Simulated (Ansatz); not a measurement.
A single-point calculation of SnTe built on the rocksalt prototype with the plane-wave code Ansatz, at the level r2SCAN. The cell was relaxed with r2SCAN and then strained (uniaxial +2.0 % along [111], other directions held), with the atoms relaxed again with r2SCAN; k points keep the names of the unstrained zone.

```yaml
crystal:
  lattice:
    - [0.0425244045, 3.2318547388, 3.2318547388]
    - [3.2318547388, 0.0425244045, 3.2318547388]
    - [3.2318547388, 3.2318547388, 0.0425244045]
  atoms:
    - { symbol: Sn, position: [0.0, 0.0, 0.0] }
    - { symbol: Te, position: [0.5, 0.5, 0.5] }
kpoints:
  mp_grid: { grid: [8, 8, 8] }
  band_path:
    path:
      - [0.0, 0.0, 0.0]
      - [0.5, 0.0, 0.5]
      - [0.625, 0.25, 0.625]
      - [0.375, 0.375, 0.75]
      - [0.5, 0.5, 0.5]
      - [0.5, 0.25, 0.75]
      - [0.0, 0.0, 0.5]
    npoints: 1
hamiltonian:
  xc: r2scan
scf:
  occupations: { method: fermi_dirac, width: 0.02 }
  n_extra_bands: 4
output:
  forces: true
  stress: true
  eigenvalues: true
```

The output follows, shortened, with numbered blanks.
```
Pseudopotential: Sn, paw, valence charge 14, recommended cutoff 500 eV (meta_gga)
Pseudopotential: Te, paw, valence charge 16, recommended cutoff 500 eV (meta_gga)
Functional definition: r2SCAN
Crystal: 2 atoms, lattice volume = 66.180 Å³
[1]
Bands: 19, of which v1, the nominal top of the filled ones, is band 15 counted from 1 (14 counted from 0)
[2]
SCF 1 converged in 6 iterations: F = -13033.978319 eV  dr2 = 1.29e-8
SCF converged after 6 iterations
Free energy (F): -13033.978319 eV
Internal energy: -13033.978157 eV  (E = F + TS)
E sigma→0 (E₀):  -13033.978238 eV
Entropy (-TS):   -0.000163 eV (-0.081 meV/atom)
[3]
--- Stress (GPa, compression-positive) ---
[4]
--- Band table (eV; the first three rows and the last of 65) ---
[5]
```

The rows of the band table are 0: (0, 0, 0) = Γ, 1: (0, 0, 1/8), 2: (0, 0, 1/4), 64: (-1/2, -1/2, -1/2) = L.

Task: What stood in the gaps? They hold the stress, the Fermi energy and the band table, cutoff and plane waves at Γ, the symmetry found.

Result:
```
[1]
Basis set: ecut = 500 eV, 1681 PW (Γ)
[2]
Symmetry: 12 space group operations
Space group: R-3m (ITA 166)
[3]
Fermi energy:    8.957459 eV
[4]
       -0.945487      -0.222045      -0.222045
       -0.222045      -0.945487      -0.222045
       -0.222045      -0.222045      -0.945487
  P = ⅓ Tr σ = -0.9455 GPa (-9.455 kbar)
[5]
  k-point 0: bands = […, -13.9044, -4.1708, 3.9330, 6.4562, 6.6389, 6.6389, 12.1903, 12.1903, 12.2649, 13.8441]
  k-point 1: bands = […, -13.9036, -4.0421, 3.2617, 6.5070, 6.6603, 7.0974, 11.5374, 11.5426, 11.6240, 13.9592]
  k-point 2: bands = […, -13.9016, -3.6819, 2.0273, 6.6133, 6.7368, 7.8044, 10.4214, 10.4581, 10.5721, 14.3476]
  k-point 64: bands = […, -13.8991, -2.9844, 0.3489, 6.9960, 6.9960, 8.9583, 9.1613, 9.3598, 9.3598, 16.8916]
```
The trailing digits, and the zero of the energies, depend on the potentials and thresholds.

Command: `ansatz run input.yaml --threads 2 --pin off --max-ram 2211MiB --backend cpu --events-out ev --progress --plain --runs-dir out`.

No spin polarisation and no zero-point or thermal motion.

Spin-orbit coupling is left out, which matters wherever the heavy atoms make up the band edges.
